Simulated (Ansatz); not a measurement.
Relaxation of a relaxed ZrS2 cell displaced along its unstable phonon at q = (0, 0, ½) of its primitive reciprocal cell (53i cm⁻¹), largest move 0.15 Å; 12 atoms in the cell, which starts as Pnma (No. 62), oP12; a = 12.5902 Å, b = c = 4.3676 Å, α = β = γ = 90.00°. These are PBEsol (plane waves to 420 eV, PAW, scalar-relativistic; Ansatz, a first-principles code) values and carry that method's errors. Γ-centred k-mesh 8×8×3 on the run's cell (coarser than for final values), Fermi–Dirac smearing 0.05 eV. This is the first round of the run. 

The optimiser's lines from the output (shortened; P is positive under compression):

```
relax step   1: F+E_penalty+E_count = -23610.51956360 eV  Δ(F+E_penalty+E_count) = +0.000e0 eV  max|allowed force component| = 1.035e-1 eV/Å  Δτ_max = 0.0000 Å  P = +0.137 GPa  Ω = 240.168 Å³  (7 SCF iters, dr2 threshold 1.00e-7 eV, accepted)
relax step   2: F+E_penalty+E_count = -23610.59949533 eV  Δ(F+E_penalty+E_count) = -7.993e-2 eV  max|allowed force component| = 3.269e-1 eV/Å  Δτ_max = 0.0877 Å  P = -0.409 GPa  Ω = 242.093 Å³  (7 SCF iters, dr2 threshold 1.20e-6 eV, accepted)
relax step   3: F+E_penalty+E_count = -23610.86490124 eV  Δ(F+E_penalty+E_count) = -2.654e-1 eV  max|allowed force component| = 4.817e-1 eV/Å  Δτ_max = 0.1423 Å  P = -0.061 GPa  Ω = 242.745 Å³  (6 SCF iters, dr2 threshold 1.20e-6 eV, accepted)
relax step   4: F+E_penalty+E_count = -23611.41609740 eV  Δ(F+E_penalty+E_count) = -5.512e-1 eV  max|allowed force component| = 4.911e-1 eV/Å  Δτ_max = 0.1948 Å  P = -0.404 GPa  Ω = 245.671 Å³  (7 SCF iters, dr2 threshold 1.20e-6 eV, accepted)
relax step   5: F+E_penalty+E_count = -23611.85349728 eV  Δ(F+E_penalty+E_count) = -4.374e-1 eV  max|allowed force component| = 6.660e-1 eV/Å  Δτ_max = 0.1968 Å  P = -0.724 GPa  Ω = 247.791 Å³  (7 SCF iters, dr2 threshold 1.20e-6 eV, accepted)
relax step   6: F+E_penalty+E_count = -23612.54466657 eV  Δ(F+E_penalty+E_count) = -6.912e-1 eV  max|allowed force component| = 4.913e-1 eV/Å  Δτ_max = 0.2000 Å  P = -0.148 GPa  Ω = 240.804 Å³  (7 SCF iters, dr2 threshold 1.20e-6 eV, accepted)
relax step   7: F+E_penalty+E_count = -23612.64424843 eV  Δ(F+E_penalty+E_count) = -9.958e-2 eV  max|allowed force component| = 6.989e-1 eV/Å  Δτ_max = 0.1140 Å  P = +0.878 GPa  Ω = 236.716 Å³  (6 SCF iters, dr2 threshold 1.20e-6 eV, accepted)
relax step   8: F+E_penalty+E_count = -23612.71251994 eV  Δ(F+E_penalty+E_count) = -6.827e-2 eV  max|allowed force component| = 3.564e-1 eV/Å  Δτ_max = 0.1005 Å  P = -0.006 GPa  Ω = 231.911 Å³  (7 SCF iters, dr2 threshold 1.20e-6 eV, accepted)
relax step   9: F+E_penalty+E_count = -23612.79544520 eV  Δ(F+E_penalty+E_count) = -8.293e-2 eV  max|allowed force component| = 9.869e-2 eV/Å  Δτ_max = 0.0771 Å  P = -0.031 GPa  Ω = 234.801 Å³  (6 SCF iters, dr2 threshold 1.20e-6 eV, accepted)
relax step  10: F+E_penalty+E_count = -23612.79580853 eV  Δ(F+E_penalty+E_count) = -3.633e-4 eV  max|allowed force component| = 4.066e-2 eV/Å  Δτ_max = 0.0098 Å  P = -0.091 GPa  Ω = 235.026 Å³  (5 SCF iters, dr2 threshold 6.09e-7 eV, accepted)
relax step  11: F+E_penalty+E_count = -23612.79667678 eV  Δ(F+E_penalty+E_count) = -8.683e-4 eV  max|allowed force component| = 1.770e-3 eV/Å  Δτ_max = 0.0048 Å  P = +0.003 GPa  Ω = 234.773 Å³  (5 SCF iters, dr2 threshold 1.03e-7 eV, accepted)
relax step  12: F+E_penalty+E_count = -23612.80682121 eV  Δ(F+E_penalty+E_count) = -1.014e-2 eV  max|allowed force component| = 2.446e-3 eV/Å  Δτ_max = 0.0000 Å  P = +0.057 GPa  Ω = 234.773 Å³  stress off target by 1.76e-1 GPa  SCF on the basis re-selected at this cell (its energy is not comparable with the rows above)  (6 SCF iters)
relax step  13: F+E_penalty+E_count = -23612.80698276 eV  Δ(F+E_penalty+E_count) = -1.615e-4 eV  max|allowed force component| = 3.964e-3 eV/Å  Δτ_max = 0.0016 Å  P = -0.029 GPa  Ω = 234.977 Å³  (5 SCF iters, dr2 threshold 7.78e-8 eV, accepted)
relax step  14: F+E_penalty+E_count = -23612.80702241 eV  Δ(F+E_penalty+E_count) = -3.966e-5 eV  max|allowed force component| = 8.033e-4 eV/Å  Δτ_max = 0.0013 Å  P = -0.002 GPa  Ω = 234.877 Å³  (5 SCF iters, dr2 threshold 6.82e-9 eV, accepted)
relax step  15: F+E_penalty+E_count = -23612.80702988 eV  Δ(F+E_penalty+E_count) = -7.466e-6 eV  max|allowed force component| = 7.965e-4 eV/Å  Δτ_max = 0.0000 Å  P = -0.002 GPa  Ω = 234.877 Å³  stress off target by 7.90e-3 GPa  SCF on the basis re-selected at this cell (its energy is not comparable with the rows above)  (5 SCF iters)
```

From the first to the last row the energy changes by -0.19 eV/atom and the volume by -2.2 %. The last row is marked as not comparable with the walk above it, whose basis was carried along; it does compare with step 1, since both stand on a basis selected at the nominal cutoff for their own cell.

Later rounds, restarted from the end of this one on a renewed k-mesh, logged 2 more steps and released under 1 meV/atom more. The final structure after all rounds: Pnma (No. 62), oP12; a = 12.3827 Å, b = 3.7719 Å, c = 5.0289 Å, α = β = γ = 90.00°. Between re-selections the logged energies stand on a plane-wave basis carried along with the cell. No spin polarisation in the result.

The run could not lose the symmetry of its start: the end is stationary, and may be a saddle point rather than a minimum.

The relaxed structure here is a generated cell of ZrS2: the first start was made by placing the elements on the sites of a structure type, and the end was not matched to a known phase here, so it may be hypothetical. Known forms of ZrS2 include space group No. 164.
